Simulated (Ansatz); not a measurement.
SnSe (rock salt)

Space group Fm-3m (No. 225); a = 5.9495 Å, b = 5.9495 Å, c = 5.9495 Å, α = 90.00°, β = 90.00°, γ = 90.00°

```
atom  site  symmetry       x       y       z
----  ----  --------  ------  ------  ------
Sn      4a      m-3m  0.0000  0.0000  0.0000
Se      4b      m-3m  0.5000  0.5000  0.5000
```
(The calculation used a cell of 2 atoms; values per cell refer to that cell.)

The relaxed cell is deformed in two ways at once: its volume V is scaled, and at that volume it is stretched along z (the c axis of the conventional cell) so that c/a changes. Fractional atomic positions are held.

Method: PBEsol (plane waves to 420 eV, PAW, scalar-relativistic; Ansatz, a first-principles code). k mesh 10×10×10 (Γ-centred), Fermi-Dirac smearing 0.05 eV. E stands for the smeared free energy. As the smearing reaches across the gap at some points, the response to shear is sensitive to the k mesh, so small differences along c/a are uncertain. SnSe was relaxed with its symmetry unable to fall. This is one of several known forms of SnSe; the measured ambient cells at hand have space group No. 62. The last digit holds for this mesh only.

Changes of ΔE (kJ/mol of atoms) from the point V/V₀ = 1.000, (c/a)/(c/a)₀ = 1.000 when one coordinate moves alone (two changes are said to add if the coupling is within 5 % of the smaller one, nearly so within 20 %):

```tsv
point	change
V/V₀ = 1.000, (c/a)/(c/a)₀ = 0.920	5.41
V/V₀ = 1.000, (c/a)/(c/a)₀ = 0.960	1.24
V/V₀ = 0.920, (c/a)/(c/a)₀ = 1.000	3.27
V/V₀ = 0.960, (c/a)/(c/a)₀ = 1.000	0.76
V/V₀ = 1.040, (c/a)/(c/a)₀ = 1.000	0.66
V/V₀ = 1.080, (c/a)/(c/a)₀ = 1.000	2.47
V/V₀ = 1.000, (c/a)/(c/a)₀ = 1.040	1.04
V/V₀ = 1.000, (c/a)/(c/a)₀ = 1.080	3.83
```

**Question.** What is the change at V/V₀ = 0.920, (c/a)/(c/a)₀ = 0.960, where both move, and how far is it from the sum?

**Answer.** The sum of the single changes is 3.27 + (1.24) = 4.51; the calculation gives 4.85, so the coupling contributes 0.34 (over 20 % of the smaller single change, not additive).

**Question.** What is the change at V/V₀ = 0.920, (c/a)/(c/a)₀ = 0.920, where both move, and how far is it from the sum?

**Answer.** The sum of the single changes is 3.27 + (5.41) = 8.68; the calculation gives 10.05, so the coupling contributes 1.37 (over 20 % of the smaller single change, not additive).

(A scan under strain: stresses follow from slopes of the energy per volume, elastic moduli from its curvatures.)
